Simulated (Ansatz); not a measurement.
## SnGe$_{3}$Te$_{4}$ (R3m) at 3 levels of theory

One geometry, relaxed with PBE; plane waves with PAW potentials in Ansatz, scalar-relativistic unless the row names spin-orbit coupling. No spin polarisation but for the spin–orbit row. Gaps are the least over mesh and band path; pressure is positive in compression.

```cif
data_structure
_symmetry_space_group_name_H-M 'R3m:H'
_symmetry_Int_Tables_number 160
_cell_length_a 8.6132
_cell_length_b 8.6132
_cell_length_c 11.1803
_cell_angle_alpha 90.000
_cell_angle_beta 90.000
_cell_angle_gamma 120.000
_cell_volume 718.31
loop_
_atom_site_label
_atom_site_type_symbol
_atom_site_symmetry_multiplicity
_atom_site_Wyckoff_symbol
_atom_site_fract_x
_atom_site_fract_y
_atom_site_fract_z
_atom_site_occupancy
Sn1 Sn 3 a 0.33333 0.66667 0.66819 1
Ge1 Ge 9 b 0.99993 0.49997 0.02031 1
Te1 Te 9 b 0.00582 0.50291 0.48384 1
Te2 Te 3 a 0.33333 0.66667 0.14985 1
```

```json
{"level": "PBE", "cutoff (eV)": "420", "k mesh": "6×6×6", "gap (eV)": "0.13", "pressure (GPa)": "0.0"}
{"level": "r2SCAN", "cutoff (eV)": "500", "k mesh": "6×6×6", "gap (eV)": "0.18", "pressure (GPa)": "-0.9"}
{"level": "PBE with spin-orbit coupling", "cutoff (eV)": "420", "k mesh": "6×6×6", "gap (eV)": "0.08", "pressure (GPa)": "0.1"}
```

Spin-orbit coupling matters for the bands of heavy elements and enters only rows that name it.

The cell was found from a structure generator's guess, not taken from experiment.
